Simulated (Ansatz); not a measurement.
CdI2 (CdI2 type, P-3m1) at seven volumes, plane-wave PAW PBE+D3(BJ) (Ansatz code), shape and atoms relaxed at each. One row is withheld.

| V (Å³/atom) | P (GPa) |
|---|---|
| 32.264 | 2.32 |
| 33.328 | ? |
| 34.392 | 0.58 |
| 35.455 | 0.00 |
| 36.519 | -0.44 |
| 37.583 | -0.70 |
| 38.646 | -0.87 |

Fit the shown pressures and predict the withheld one.

P = (3/2)B₀(x^(7/2) − x^(5/2))[1 + (3/4)(B′ − 4)(x − 1)] with x = (V₀/V)^(2/3). Least squares on the six rows gives V₀ = 35.447 Å³/atom, B₀ = 16.0 GPa, B′ = 9.75. At V = 33.328, x = 1.0419 and P = 1.32 GPa. The run itself gave 1.34 GPa.

Symmetry was held in the PBE+D3(BJ) relaxation; phonons on a q-mesh show no instability. Scalar-relativistic: spin–orbit coupling is off unless named, which matters more the heavier the elements.

Potentials: the later of the program's two PAW sets.
